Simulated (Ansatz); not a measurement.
AlPt: from a starting cell to a relaxed one

The relaxed structure here is a generated cell of AlPt: the first start was made by placing the elements on the sites of a structure type, and the end was not matched to a known phase here, so it may be hypothetical.

The start is a generated cell, AlPt placed in the AFLOW prototype AB_oF8_69_a_b (B24, as in TlF). A full variable-cell relaxation at zero pressure is run with PBEsol (plane waves to 420 eV, PAW, scalar-relativistic; Ansatz, a quantum-chemistry and plane-wave program). The first steps use a coarse 12×12×12 k-mesh.

The start:
```
CELL_PARAMETERS angstrom
      0.00000     2.41251     2.66935
      2.27422     0.00000     2.66935
      2.27422     2.41251     0.00000
ATOMIC_POSITIONS crystal
  Pt 0.00000 0.00000 0.00000
  Al 0.50000 0.50000 0.50000
```

How large is the pressure on the unrelaxed cell, and of which sign?

+29.2 GPa (positive: the cell is compressed).

What symmetry does the relaxed structure have?

The space group goes from Fmmm (No. 69) to Fm-3m (No. 225); the end is rock salt type, with 2 atoms in the primitive cell.

By how much does the energy per atom fall from start to end?

0.32 eV/atom.

How does the volume change?

+12.0 %, from 14.65 to 16.40 Å³/atom.

Write out the relaxed structure.


Space group Fm-3m (No. 225); a = b = c = 5.0810 Å, α = β = γ = 90.00°

```csv
atom,site,symmetry,x,y,z
Pt,4a,m-3m,0.0000,0.0000,0.0000
Al,4b,m-3m,0.5000,0.5000,0.5000
```
(The calculation used a cell of 2 atoms; values per cell refer to that cell.)

Final values are on a 16×16×16 k-mesh of the relaxed cell. No spin polarisation in the result.

The run could not lose the symmetry of its start, so the end can be a saddle point.

All atoms sit on sites fixed by symmetry, so only the cell could relax.
